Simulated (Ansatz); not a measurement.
Polymorphs of TiNi, each relaxed with DFT-r²SCAN in the program Ansatz with PAW potentials:

A: Pmma
a = 4.088 Å, b = 2.852 Å, c = 4.590 Å, α = 90.00°, β = 90.00°, γ = 90.00°

| atom | site | symmetry | x | y | z |
|---|---|---|---|---|---|
| Ti | 2f | mm2 | 0.2500 | 0.5000 | 0.7256 |
| Ni | 2e | mm2 | 0.2500 | 0.0000 | 0.1789 |

B: P2_1/m
a = 2.9035 Å, b = 3.9751 Å, c = 4.8977 Å, α = 90.00°, β = 106.92°, γ = 90.00°

```tsv
atom	site	symmetry	x	y	z
Ti	2e	m	0.3594	0.2500	0.2155
Ni	2e	m	0.0841	0.2500	0.6705
```

C: CsCl type (Pm-3m)
a = 2.989 Å, b = 2.989 Å, c = 2.989 Å, α = 90.00°, β = 90.00°, γ = 90.00°

| atom | site | symmetry | x | y | z |
|---|---|---|---|---|---|
| Ti | 1b | m-3m | 0.5000 | 0.5000 | 0.5000 |
| Ni | 1a | m-3m | 0.0000 | 0.0000 | 0.0000 |

Question: Rank these by energy per atom at 0 K (lowest first), as r²SCAN gives it.

Answer: B (+0 meV/atom), A (+25 meV/atom), C (+71 meV/atom)

Standing as an ambient phase not checked: A; B; C. All cells were relaxed under the symmetry of their starts (and spin orders); stability against distortions was not tested throughout. Rows with no word on spin ran without spin polarisation.

Energies hold the estimated change up to a 700 eV cutoff; steps of a few meV lie near the error of the meshes.

Potentials: the later of the program's two PAW sets.
